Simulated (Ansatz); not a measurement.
LiTaO3:
```
CELL_PARAMETERS angstrom
      2.56994     1.48375     4.59038
     -2.56994     1.48375     4.59038
      0.00000    -2.96751     4.59038
ATOMIC_POSITIONS crystal
  Li 0.70523 0.70523 0.70523
  Li 0.20523 0.20523 0.20523
  Ta 0.98836 0.98836 0.98836
  Ta 0.48836 0.48836 0.48836
  O  0.62304 0.87046 0.26262
  O  0.87046 0.26262 0.62304
  O  0.26262 0.62304 0.87046
  O  0.76262 0.37046 0.12304
  O  0.37046 0.12304 0.76262
  O  0.12304 0.76262 0.37046
```

Cartesian axes are those of the cell as given.

**Question.** Give the high-frequency dielectric tensor and the Born effective charge tensors of the independent atoms from DFPT, PBEsol in the plane-wave PAW code Ansatz.

**Answer.** 
ε∞:
```
5.06  0.00  0.00
0.00  5.06  0.00
0.00  0.00  5.17
```
Z* of atom 1 (Li), rows: field, columns: displacement, in e:
```
 1.16   0.17   0.00
-0.17   1.16   0.00
 0.00   0.00   1.04
```
Z* of atom 3 (Ta), rows: field, columns: displacement, in e:
```
 7.26  -1.53   0.00
 1.53   7.26   0.00
 0.00   0.00   7.33
```
Z* of atom 5 (O), rows: field, columns: displacement, in e:
```
-1.65  -0.16  -0.10
-0.20  -3.97  -1.86
-0.16  -1.85  -2.79
```

Static charges for comparison (Bader): Li1 +0.90, Ta3 +2.90, O5 -1.26 e. Born charges measure polarisation by displacement and can exceed these by far.

Space group R3c. The PBEsol relaxation kept the symmetry of its start. The run is not spin-polarised. Spin–orbit coupling is left out wherever it is not named.

Potentials: the later of the program's two PAW sets.
